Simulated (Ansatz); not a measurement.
A plane-wave DFT run in Ansatz 0.2.0 (scalar-relativistic PAW potentials unless the input names others): input and command.

```yaml
crystal:
  lattice:
    - [5.5675272874, 5.5675272874, -5.5675272874]
    - [-5.5675272874, -5.5675272874, -5.5675272874]
    - [-5.5675272874, 5.5675272874, 5.5675272874]
  atoms:
    - { symbol: Zn, position: [0.2474476798, 0.4887011935, 0.25] }
    - { symbol: Zn, position: [0.7387011935, -0.0025523202, 0.25] }
    - { symbol: Zn, position: [0.7525523202, 0.5025523202, 0.7412535137] }
    - { symbol: Zn, position: [-0.0087464863, 0.5025523202, 0.5025523202] }
    - { symbol: Zn, position: [0.2474476798, 0.25, 0.4887011935] }
    - { symbol: Zn, position: [0.5, -0.0025523202, 0.4887011935] }
    - { symbol: Zn, position: [0.7525523202, 0.7412535137, 0.5025523202] }
    - { symbol: Zn, position: [1.0, 0.75, 0.25] }
    - { symbol: Zn, position: [0.5, 0.4887011935, -0.0025523202] }
    - { symbol: Zn, position: [0.7387011935, 0.25, -0.0025523202] }
    - { symbol: Zn, position: [0.0, 0.25, 0.75] }
    - { symbol: Zn, position: [0.2612988065, 1.0112988065, 0.7587464863] }
    - { symbol: Zn, position: [0.5, 0.75, 0.75] }
    - { symbol: Zn, position: [0.0087464863, 0.0112988065, 0.0112988065] }
    - { symbol: Zn, position: [0.2612988065, 0.7587464863, 0.0112988065] }
    - { symbol: Se, position: [0.2512630427, 0.4999737238, 0.0012630427] }
    - { symbol: Se, position: [0.5, 0.25, 0.0169009013] }
    - { symbol: Se, position: [0.7499737238, 0.0012630427, 0.0012630427] }
    - { symbol: Se, position: [0.7330990987, 0.4830990987, 0.4830990987] }
    - { symbol: Se, position: [-0.0012893188, 0.4987369573, 0.25] }
    - { symbol: Se, position: [0.2669009013, 0.25, 0.25] }
    - { symbol: Se, position: [0.5, 0.0169009013, 0.25] }
    - { symbol: Se, position: [0.7487369573, 0.7487106812, 0.25] }
    - { symbol: Se, position: [0.0012893188, 0.7512893188, 2.62762e-05] }
    - { symbol: Se, position: [0.5, 0.4987369573, 0.7487106812] }
    - { symbol: Se, position: [0.7487369573, 0.25, 0.7487106812] }
    - { symbol: Se, position: [-0.0012893188, 0.25, 0.4987369573] }
    - { symbol: Se, position: [0.2512630427, 0.0012630427, 0.4999737238] }
    - { symbol: Se, position: [0.5, 0.7487106812, 0.4987369573] }
    - { symbol: Se, position: [0.0012893188, 2.62762e-05, 0.7512893188] }
    - { symbol: Se, position: [0.2500262762, 0.7512893188, 0.7512893188] }
total_charge: -2
basis:
  ecutwfc: 420
  xc_grid: 2
kpoints:
  mp_grid: { grid: [2, 3, 3], shift: [0.5, 0.5, 0.5] }
hamiltonian:
  xc: lda
scf:
  occupations: { method: gaussian, width: 0.02 }
  max_iter: 100
output:
  forces: true
  eigenvalues: true
```

```bash
ansatz run input.yaml --threads 8 --pin off --max-ram 20480MiB --backend cpu --events-out ev --progress --plain --runs-dir out
```

Abridged log:
```
Warning: crystal.symmetry: narrowed to the stabiliser of the k-point mesh — unitary ops 24 → 2; excluded 22 operations that carry a point of the 2×3×3 mesh (shift [0.5, 0.5, 0.5]) off the mesh (the run samples exactly the mesh kpoints.mp_grid names, as under crystal.symmetry.detect: false, and its converged state has the mesh's symmetry, not the crystal's; ε∞, the Born charges and the force constants of a linear response (`dielectric:` by the response, `phonons.method: dfpt`) are averaged over those of the crystal's operations that the state keeps within a tolerance, where `mesh_tensors`, `una ...
Basis set: ecut = 420 eV, 13571 PW (Γ), exchange–correlation on 144×144×144 points (8 copies of the dense FFT grid, shifted against one another)
Bands: 263, of which v1, the nominal top of the filled ones, is band 219 counted from 1 (218 counted from 0)
Symmetry: 2 space group operations
k-points: 6 of 18 (time reversal used)
SCF iter   1: F=—  HF=-134831.674969 eV  |F-HF|=—  |Δ(HF+E_count)|=         —  Δρ=2.44e-2  dr2=2.54e0  ethr=1.77e-3  ⟨swp⟩=6.0  Hψ=6147  notcnv=0  defer=14
SCF iter   2: F=—  HF=-134830.860952 eV  |F-HF|=—  |Δ(HF+E_count)|=   8.14e-1  Δρ=6.22e-3  dr2=2.61e-1  ethr=5.79e-4  ⟨swp⟩=2.0  Hψ=2591  notcnv=0  defer=229
SCF iter   3: F=—  HF=-134830.678993 eV  |F-HF|=—  |Δ(HF+E_count)|=   1.82e-1  Δρ=5.26e-3  dr2=1.53e-1  ethr=5.96e-5  ⟨swp⟩=2.2  Hψ=2123  notcnv=0  defer=169
automatic band count: iteration 3 solves 253 bands in place of 263: the levels show a gap, and the empty bands left out lie too high to hold charge; the band table lists the bands solved (type scf.n_extra_bands for more)
SCF iter   4: F=—  HF=-134830.615893 eV  |F-HF|=—  |Δ(HF+E_count)|=   6.31e-2  Δρ=1.52e-3  dr2=1.08e-2  ethr=3.50e-5  ⟨swp⟩=2.0  Hψ=2122  notcnv=0  defer=169
SCF iter   5: F=—  HF=-134830.617766 eV  |F-HF|=—  |Δ(HF+E_count)|=   1.87e-3  Δρ=5.26e-4  dr2=1.21e-3  ethr=2.46e-6  ⟨swp⟩=2.0  Hψ=2621  notcnv=0  defer=169
SCF iter   6: F=—  HF=-134830.617315 eV  |F-HF|=—  |Δ(HF+E_count)|=   4.51e-4  Δρ=1.15e-4  dr2=1.04e-4  ethr=2.77e-7  ⟨swp⟩=2.0  Hψ=2663  notcnv=0  defer=169
SCF iter   7: F=—  HF=-134830.617411 eV  |F-HF|=—  |Δ(HF+E_count)|=   9.63e-5  Δρ=1.36e-4  dr2=8.01e-5  ethr=2.37e-8  ⟨swp⟩=2.0  Hψ=2663  notcnv=0  defer=169
SCF iter   8: F=—  HF=-134830.617619 eV  |F-HF|=—  |Δ(HF+E_count)|=   2.08e-4  Δρ=2.85e-5  dr2=5.45e-6  ethr=1.83e-8  ⟨swp⟩=2.0  Hψ=2087  notcnv=0  defer=169
SCF iter   9: F=—  HF=-134830.617616 eV  |F-HF|=—  |Δ(HF+E_count)|=   2.49e-6  Δρ=6.51e-6  dr2=2.39e-7  ethr=1.24e-9  ⟨swp⟩=2.0  Hψ=2663  notcnv=0  defer=169
SCF iter  10: F=-134830.617616 eV  HF=-134830.617616 eV  |F-HF|=9.50e-8  |Δ(HF+E_count)|=   1.07e-7  Δρ=2.19e-6  dr2=5.14e-8  ethr=2.28e-11  ⟨swp⟩=11.0  Hψ=7857  notcnv=0
SCF 1 converged in 10 iterations: F = -134830.617616 eV  dr2 = 5.14e-8
SCF converged after 10 iterations
Free energy (F): -134830.617616 eV
Harris-Foulkes:  -134830.617616 eV  (|F-HF|=9.50e-8)
Internal energy: -134830.617616 eV  (E = F + TS)
E sigma→0 (E₀):  -134830.617616 eV
Fermi energy:    7.993322 eV
--- Forces (eV/Å), atoms counted from 1 ---
  atom   1  Zn    -0.00778611    -0.00801929     0.00415251
  atom   2  Zn     0.00929416     0.00933907     0.00468866
  atom   3  Zn    -0.00746713     0.00880245    -0.00636379
  atom   4  Zn    -0.00485548     0.00921741    -0.00921741
  atom   5  Zn    -0.00778611    -0.00415251     0.00801929
  atom   6  Zn     0.00655210     0.00868200     0.00761357
  atom   7  Zn    -0.00746713     0.00636379    -0.00880245
  atom   8  Zn     0.00042845     0.00034209    -0.00063408
  atom   9  Zn     0.00655210    -0.00761357    -0.00868200
  atom  10  Zn     0.00929416    -0.00468866    -0.00933907
  atom  11  Zn     0.00042845     0.00063408    -0.00034209
  atom  12  Zn     0.00874887    -0.00771921    -0.00631148
  atom  13  Zn     0.00064561     0.00034662    -0.00034662
  atom  14  Zn    -0.00425352    -0.00791646     0.00791646
  atom  15  Zn     0.00874887     0.00631148     0.00771921
  atom  16  Se    -0.00857049    -0.00924799    -0.00660499
  atom  17  Se    -0.00638343     0.00406858     0.00632347
  atom  18  Se     0.00707711     0.00722394    -0.00722394
  atom  19  Se     0.00407950    -0.00629754     0.00629754
  atom  20  Se     0.00727656     0.00717168    -0.00720445
  atom  21  Se     0.00578211     0.00587179    -0.00587179
  atom  22  Se    -0.00638343    -0.00632347    -0.00406858
  atom  23  Se    -0.00793557    -0.00772020    -0.00863649
  atom  24  Se     0.00662638    -0.00831278     0.00936914
  atom  25  Se    -0.00926772     0.00656399     0.00837081
  atom  26  Se    -0.00793557     0.00863649     0.00772020
  atom  27  Se     0.00727656     0.00720445    -0.00717168
  atom  28  Se    -0.00857049     0.00660499     0.00924799
  atom  29  Se    -0.00926772    -0.00837081    -0.00656399
  atom  30  Se     0.00662638    -0.00936914     0.00831278
  atom  31  Se     0.00849243    -0.00763190     0.00763190
```

One setting here is unusual or wrong in general: a mesh that breaks the symmetry (kpoints.mp_grid.grid: [2, 2, 2] → [2, 3, 3]). For this cell it did little harm to the result: the run converged in 10 SCF iterations with an energy at zero smearing 0.08 meV/atom above the reference's, largest force 0.014 eV/Å, gap on the mesh 2.25 eV. The program drops the symmetry operations that the mesh breaks, which leaves more k-points to solve, 6 here. A reference run on usual settings, whose relaxation ended at this geometry, converged, and the end of its own relaxation has largest force 0.013 eV/Å, gap on the mesh 2.85 eV.

It took 24 s on 8 threads of Intel(R) Xeon(R) Platinum 8259CL CPU @ 2.50GHz (Skylake/Cascade Lake), on a shared host, peak memory 4.8 GiB.